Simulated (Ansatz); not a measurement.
The relaxed structure here is a generated cell of BAs: the first start was made by placing the elements on the sites of a structure type, and the end was not matched to a known phase here, so it may be hypothetical. Known forms of BAs include space group No. 216.

A structure of BAs relaxed with PBEsol (plane waves to 420 eV, PAW, scalar-relativistic; Ansatz, a program for electronic structure); single points at other levels follow on the same geometry (Ansatz, PAW; HSE06 at 420 eV on a 8×8×4 k-mesh; no spin-orbit coupling). Space group P6₂22 (No. 180).

```cif
data_As3B3
_chemical_formula_sum 'B3 As3'
_space_group_name_H-M_alt 'P 1'
_space_group_IT_number 1
_cell_length_a 3.42904
_cell_length_b 3.42904
_cell_length_c 7.40310
_cell_angle_alpha 90.000
_cell_angle_beta 90.000
_cell_angle_gamma 120.000
loop_
_space_group_symop_operation_xyz
  'x, y, z'
loop_
_atom_site_label
_atom_site_type_symbol
_atom_site_fract_x
_atom_site_fract_y
_atom_site_fract_z
_atom_site_occupancy
B1 B 0.50000 0.00000 0.50000 1
B2 B 0.00000 0.50000 0.16667 1
B3 B 0.50000 0.50000 0.83333 1
As1 As 0.50000 0.00000 0.00000 1
As2 As 0.00000 0.50000 0.66667 1
As3 As 0.50000 0.50000 0.33333 1
```

| level | gap (eV) | kind | conduction minimum |
|---|---|---|---|
| PBEsol | 0.31 | indirect | M |
| HSE06 | [?] | – | [?] |

Question: Some entries are withheld; supply them.

Answer: 
- HSE06, gap (eV): 0.90
- HSE06, conduction minimum: M

HSE06 gaps come from a coarse mesh plus a few chosen points, so they may be too large. No spin polarisation in the result.

The run could not lose the symmetry of its start; a randomly shaken copy of 12 atoms returns to this structure.
